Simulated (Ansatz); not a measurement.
This cell of Ta (bcc, W type) is off equilibrium:

```
Ta
1.0
   -3.28193     3.28193     3.28193
    1.64096    -1.64096     1.64096
    1.64096     1.64096    -1.64096
Ta
2
Direct
  0.01810   0.03620   0.07239
  0.50000   0.00000   0.00000
```

All values below come from PBEsol (plane waves to 420 eV, PAW, scalar-relativistic; Ansatz, a first-principles code). k mesh 8×16×16 (Γ-centred), Fermi-Dirac smearing 0.05 eV. E stands for the smeared free energy. Compression counts positive. With partly filled bands, energies and forces of such displacements shift with the k mesh and the smearing. Spin-orbit coupling is left out, though Ta is heavy. Ta is run without spin polarisation. Ta was relaxed with its symmetry unable to fall. The PAW data are Ansatz's earlier set.

**Question.** Predict the force on every atom, in eV/Å.

**Answer.** 
```json
[
 {"atom": "Ta1", "Fx": "-0.812", "Fy": "-0.606", "Fz": "-0.313"},
 {"atom": "Ta2", "Fx": "0.812", "Fy": "0.606", "Fz": "0.313"}
]
```

**Question.** What is the stress tensor (GPa)?

**Answer.** 
```
    0.8      0.2      1.3
    0.2      1.3      0.1
    1.3      0.1      0.8
```
The pressure, a third of the trace, is 1.0 GPa.

**Question.** In it atom 1 sits (0.119, 0.119, 0.000) Å away from its relaxed site. What is its energy relative to the relaxed cell?

**Answer.** 83 meV/cell.

(For displaced atoms, the force is minus the slope of the energy, and its curvature is a force constant, which sets phonon frequencies.)
